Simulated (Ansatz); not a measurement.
Here is the system:

MoS₂:
```xyz
6
Lattice="3.1560 0.0000 0.0000 -1.5780 2.7332 0.0000 0.0000 0.0000 12.1283" Properties=species:S:1:pos:R:3 pbc="T T T"
Mo     0.0000     0.0000     3.0321
Mo     0.0000     0.0000     9.0962
S      0.0000     1.8221     4.5943
S      1.5780     0.9111     7.5340
S      1.5780     0.9111    10.6584
S      0.0000     1.8221     1.4698
```

This is the PBE+D3(BJ)-relaxed structure.

**Question.** All from PBE+D3(BJ) in the plane-wave PAW code Ansatz, unless another level is named. Predict the electron effective mass with spin–orbit coupling.

**Answer.** 0.48, 0.63, 0.84 mₑ (principal values).

**Question.** Next, the gap with spin–orbit coupling?

**Answer.** 0.81 eV.

**Question.** And the smallest direct gap on the standard path?

**Answer.** 1.73 eV.

Space group P6_3/mmc. The first step of the workflow began from a Materials Project structure, measured or hypothetical. Its sites differ from those of the usual phase in this space group: another stacking or structure type. Symmetry was held in the PBE+D3(BJ) relaxation; its stability against distortions is not shown here. No spin polarisation was allowed. Spin–orbit coupling is left out wherever it is not named.

Potentials: the earlier of the program's two PAW sets.
